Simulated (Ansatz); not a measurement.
Profile along the Pd–Pd line in Pd (fcc, Cu type)

Pd (fcc, Cu type), conventional cell a = 3.9426 Å, b = 3.9426 Å, c = 3.9426 Å, α = 90.00°, β = 90.00°, γ = 90.00°. The calculation uses the primitive cell of 1 atom, to which meshes and values per cell refer.

Fields along a shortest Pd–Pd line of a {111} plane (2.79 Å), from Pd to Pd, interpolated on the slice's grid (step about 0.2 Å). Method: PBE (plane waves to 420 eV, PAW, scalar-relativistic; Ansatz, a quantum-chemistry and plane-wave program). k mesh 20×20×20. Inside the PAW spheres the values are not all-electron values, and peaks at nuclei hang on which shells count as valence. Pd is run without spin polarisation. Pd was relaxed with its symmetry unable to fall. The PAW data are Ansatz's earlier set.

```json
[
 {"distance from Pd (Å)": "0.00", "valence electron density (e/Å³)": "17.07", "electron localisation function": "x"},
 {"distance from Pd (Å)": "0.14", "valence electron density (e/Å³)": "16.15", "electron localisation function": "x"},
 {"distance from Pd (Å)": "0.28", "valence electron density (e/Å³)": "13.66", "electron localisation function": "x"},
 {"distance from Pd (Å)": "0.42", "valence electron density (e/Å³)": "10.18", "electron localisation function": "x"},
 {"distance from Pd (Å)": "0.56", "valence electron density (e/Å³)": "6.49", "electron localisation function": "0.41"},
 {"distance from Pd (Å)": "0.70", "valence electron density (e/Å³)": "3.43", "electron localisation function": "0.44"},
 {"distance from Pd (Å)": "0.84", "valence electron density (e/Å³)": "1.54", "electron localisation function": "0.40"},
 {"distance from Pd (Å)": "0.98", "valence electron density (e/Å³)": "0.74", "electron localisation function": "0.30"},
 {"distance from Pd (Å)": "1.12", "valence electron density (e/Å³)": "0.43", "electron localisation function": "0.22"},
 {"distance from Pd (Å)": "1.26", "valence electron density (e/Å³)": "0.31", "electron localisation function": "0.19"},
 {"distance from Pd (Å)": "1.40", "valence electron density (e/Å³)": "0.28", "electron localisation function": "0.20"},
 {"distance from Pd (Å)": "1.53", "valence electron density (e/Å³)": "0.31", "electron localisation function": "0.19"},
 {"distance from Pd (Å)": "1.67", "valence electron density (e/Å³)": "0.43", "electron localisation function": "0.22"},
 {"distance from Pd (Å)": "1.81", "valence electron density (e/Å³)": "0.74", "electron localisation function": "0.30"},
 {"distance from Pd (Å)": "1.95", "valence electron density (e/Å³)": "1.54", "electron localisation function": "0.40"},
 {"distance from Pd (Å)": "2.09", "valence electron density (e/Å³)": "3.43", "electron localisation function": "0.44"},
 {"distance from Pd (Å)": "2.23", "valence electron density (e/Å³)": "6.49", "electron localisation function": "0.41"},
 {"distance from Pd (Å)": "2.37", "valence electron density (e/Å³)": "10.18", "electron localisation function": "x"},
 {"distance from Pd (Å)": "2.51", "valence electron density (e/Å³)": "13.66", "electron localisation function": "x"},
 {"distance from Pd (Å)": "2.65", "valence electron density (e/Å³)": "16.15", "electron localisation function": "x"},
 {"distance from Pd (Å)": "2.79", "valence electron density (e/Å³)": "17.07", "electron localisation function": "x"}
]
```

x: too close to a nucleus for the ELF to mean much.

Density on the Pd–Pd line (2.79 Å) at its midpoint: 0.28 e/Å³. ELF at that point: 0.20.
